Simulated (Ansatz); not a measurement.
CH3F on the (110) surface of Si, space group Fd-3m (No. 227), its top face closed with H, its bottom face closed with Cl (top face towards +c; held atoms: 1, 2, 3, 4, 5, 6, 7, 8), one molecule per 41.6 Å². Starting structure (heteroatom down, lowest atom F over a top H site; the molecule's atoms stand last):

```
CELL_PARAMETERS angstrom
7.66719 0.00000 0.00000
0.00000 5.42152 0.00000
0.00000 0.00000 28.37127
ATOMIC_POSITIONS crystal
Si 0.25000 0.00000 0.34168
Si 0.75000 0.00000 0.34168
Si 0.50000 0.25000 0.34168
Si 0.00000 0.25000 0.34168
Si 0.50000 0.50000 0.40924
Si 0.00000 0.50000 0.40924
Si 0.75000 0.75000 0.40924
Si 0.25000 0.75000 0.40924
Si 0.75000 0.00141 0.47612
Si 0.25000 0.00141 0.47612
Si 0.00000 0.24859 0.47612
Si 0.50000 0.24859 0.47612
Si 0.00000 0.50134 0.54331
Si 0.50000 0.50134 0.54331
Si 0.25000 0.74866 0.54331
Si 0.75000 0.74866 0.54331
Cl 0.25000 0.85696 0.27470
Cl 0.75000 0.85696 0.27470
Cl 0.50000 0.39304 0.27470
Cl 0.00000 0.39304 0.27470
H 0.00000 0.33793 0.58616
H 0.50000 0.33793 0.58616
H 0.25000 0.91207 0.58616
H 0.75000 0.91207 0.58616
C 0.75000 0.91207 0.72227
F 0.75000 0.91207 0.67357
H 0.69665 0.08964 0.73530
H 0.66795 0.75794 0.73530
H 0.88541 0.88864 0.73530
```

The calculation used DFT PBE+D3(BJ), scalar-relativistic, plane waves, PAW (Ansatz). Plane waves to 420 eV, a k mesh through Γ of 2×3×1 on the computed 29-atom cell and Gaussian smearing (0.05 eV); no spin polarisation. The cell repeats along c with a dipole correction in the vacuum.

E_ads is per molecule, from the clean relaxed slab and the free relaxed molecule; negative means bound; no zero-point or thermal terms, forces under 0.04 eV/Å, and the free molecule is spin-polarised where open-shell. Heights count from the highest slab atom.

**Question.** What does it relax to?

**Answer.** E_ads = -0.03 eV; the molecule stays whole. Final structure after 4 steps:

```xyz
29
Lattice="7.6672 0.0000 0.0000 0.0000 5.4215 0.0000 0.0000 0.0000 28.3713" Properties=species:S:1:pos:R:3 pbc="T T T"
Si    1.9168    0.0000    9.6938
Si    5.7504    0.0000    9.6938
Si    3.8336    1.3554    9.6938
Si    0.0000    1.3554    9.6938
Si    3.8336    2.7108   11.6106
Si    0.0000    2.7108   11.6106
Si    5.7504    4.0661   11.6106
Si    1.9168    4.0661   11.6106
Si    5.7504    0.0083   13.5032
Si    1.9168    0.0094   13.5063
Si   -0.0004    1.3478   13.5075
Si    3.8340    1.3478   13.5075
Si   -0.0027    2.7208   15.4112
Si    3.8363    2.7209   15.4111
Si    1.9168    4.0587   15.4100
Si    5.7504    4.0653   15.4093
Cl    1.9168    4.6483    7.7929
Cl    5.7504    4.6498    7.7919
Cl    3.8343    2.1301    7.7934
Cl   -0.0007    2.1301    7.7934
H    -0.0047    1.8381   16.6290
H     3.8383    1.8382   16.6290
H     1.9168    4.9427   16.6273
H     5.7504    4.9591   16.6140
C     5.7504    4.9413   20.5918
F     5.7474    4.9266   19.2021
H     5.3455    5.9017   20.9403
H     5.1244    4.1162   20.9593
H     6.7820    4.8176   20.9489
```

Each end is the local minimum that its start leads to.